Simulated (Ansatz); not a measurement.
Ba$_{2}$Cd: levels along high-symmetry lines

```
CELL_PARAMETERS angstrom
-2.14410 2.14410 7.73139
2.14410 -2.14410 7.73139
2.14410 2.14410 -7.73139
ATOMIC_POSITIONS crystal
Ba 0.63051 0.63051 0.00000
Ba 0.36949 0.36949 0.00000
Cd 0.00000 0.00000 0.00000
```

Atom numbers follow the list: Ba1, Ba2, Cd3.

Conventional cell: a = 4.288 Å, b = 4.288 Å, c = 15.463 Å, α = 90.00°, β = 90.00°, γ = 90.00°. Around Ba (atom 1) lie 4 Cd at 3.64 Å and 1 Ba at 4.04 Å. Cd (atom 3) is surrounded by 8 Ba at 3.64 Å.

Structure from Materials Project entry mp-8093 (possibly hypothetical), not relaxed further.

Spin–orbit coupling is left out, though it moves levels of the heavy atoms by tenths of an eV or more.

The calculation used DFT, LDA, all-electron LAPW, scalar-relativistic (Ansatz 0.2.0).

Settings: a Γ-centred 12×12×12 k mesh, Fermi–Dirac smearing of 0.03 eV, basis error target 1 meV/atom, no spin polarisation.

Points in fractions of the reciprocal vectors of this cell: Γ (0, 0, 0), X (0, 0, 0.5), P (0.25, 0.25, 0.25), N (0, 0.5, 0), M (0.5, 0.5, -0.5), S (0.269, 0.731, -0.269), S0 (-0.269, 0.269, 0.269). The path joins them by straight lines in the order Γ–X–P–N–Γ–M–S–S0–Γ; legs that retrace an earlier one aren't tabulated. Energies are in eV from the Fermi level.

(1) Metal or insulator at this level of theory?

(2) Tabulate bands 36 to 41, counted from the lowest band of the run, along the path.

Answers

(1) No gap opens: metallic or semimetallic.

(2) 
```
k (1/Å)  point  band 36  band 37  band 38  band 39  band 40  band 41
   0.00      Γ    -4.55    -1.33    -0.41     0.59     0.82     1.22
   0.15           -4.45    -1.19    -0.49     0.67     0.79     1.24
   0.30           -4.18    -0.80    -0.62     0.64     0.89     1.30
   0.44           -3.80    -0.62    -0.30     0.37     1.07     1.12
   0.59           -3.44    -0.40    -0.07     0.05     0.40     1.17
   0.74           -3.15    -0.31    -0.29    -0.23     0.18     1.06
   0.89           -2.97    -0.66    -0.57    -0.42     0.71     0.94
   1.04      X    -2.91    -0.79    -0.69    -0.48     0.90     1.00
   1.07           -2.91    -0.79    -0.69    -0.49     0.91     1.02
   1.09           -2.91    -0.78    -0.69    -0.50     0.94     1.06
   1.12           -2.91    -0.76    -0.70    -0.52     0.99     1.12
   1.15           -2.91    -0.74    -0.71    -0.55     1.05     1.21
   1.18           -2.91    -0.72    -0.72    -0.59     1.12     1.32
   1.21           -2.91    -0.72    -0.69    -0.62     1.20     1.38
   1.24      P    -2.91    -0.72    -0.66    -0.66     1.29     1.29
   1.34           -2.93    -0.71    -0.62    -0.61     1.03     1.29
   1.45           -3.00    -0.69    -0.50    -0.47     0.74     1.29
   1.55           -3.08    -0.75    -0.33    -0.23     0.59     1.27
   1.66           -3.16    -0.93    -0.16     0.06     0.64     1.20
   1.76           -3.22    -1.15    -0.05     0.35     0.82     1.13
   1.87           -3.27    -1.32    -0.05     0.55     1.02     1.15
   1.97      N    -3.28    -1.38    -0.07     0.61     1.12     1.18
   2.08           -3.36    -1.35    -0.06     0.61     0.93     1.32
   2.19           -3.57    -1.25    -0.12     0.64     0.89     1.29
   2.30           -3.84    -1.13    -0.32     0.72     0.95     1.25
   2.41           -4.12    -1.07    -0.49     0.74     0.95     1.22
   2.51           -4.35    -1.15    -0.49     0.69     0.86     1.22
   2.62           -4.50    -1.28    -0.43     0.62     0.82     1.22
   2.73      Γ    -4.55    -1.33    -0.41     0.59     0.82     1.22
   2.79           -4.54    -1.40    -0.33     0.57     0.84     1.20
   2.85           -4.51    -1.55    -0.15     0.53     0.90     1.15
   2.91           -4.47    -1.73     0.05     0.48     0.97     1.10
   2.96           -4.42    -1.89     0.22     0.44     1.03     1.09
   3.02           -4.37    -2.03     0.31     0.41     1.08     1.15
   3.08           -4.33    -2.11     0.34     0.39     1.11     1.24
   3.14      M    -4.32    -2.14     0.35     0.39     1.12     1.28
   3.24           -4.28    -2.08     0.36     0.41     1.17     1.27
   3.33           -4.19    -1.91     0.35     0.48     1.23     1.29
   3.43           -4.04    -1.65     0.23     0.53     1.14     1.19
   3.52           -3.85    -1.32    -0.08     0.57     1.11     1.15
   3.62           -3.65    -0.95    -0.49     0.57     1.13     1.14
   3.72           -3.46    -0.90    -0.58     0.56     1.15     1.19
   3.81      S    -3.32    -1.25    -0.23     0.56     1.14     1.26
   3.87           -3.30    -1.30    -0.17     0.57     1.11     1.27
   3.94           -3.29    -1.35    -0.11     0.59     1.10     1.24
   4.00           -3.28    -1.38    -0.07     0.61     1.11     1.19
   4.06           -3.28    -1.38    -0.07     0.61     1.11     1.19
   4.12           -3.29    -1.35    -0.11     0.59     1.10     1.24
   4.18           -3.30    -1.30    -0.17     0.57     1.11     1.27
   4.24     S0    -3.32    -1.25    -0.23     0.56     1.14     1.26
   4.35           -3.30    -1.45     0.10     0.62     0.81     1.32
   4.46           -3.48    -1.40     0.11     0.66     0.71     1.34
   4.57           -3.77    -1.18    -0.26     0.79     0.82     1.33
   4.69           -4.07    -0.89    -0.67     0.82     0.87     1.29
   4.80           -4.32    -1.01    -0.63     0.76     0.81     1.25
   4.91           -4.49    -1.25    -0.46     0.64     0.81     1.23
   5.03      Γ    -4.55    -1.33    -0.41     0.59     0.82     1.22
```
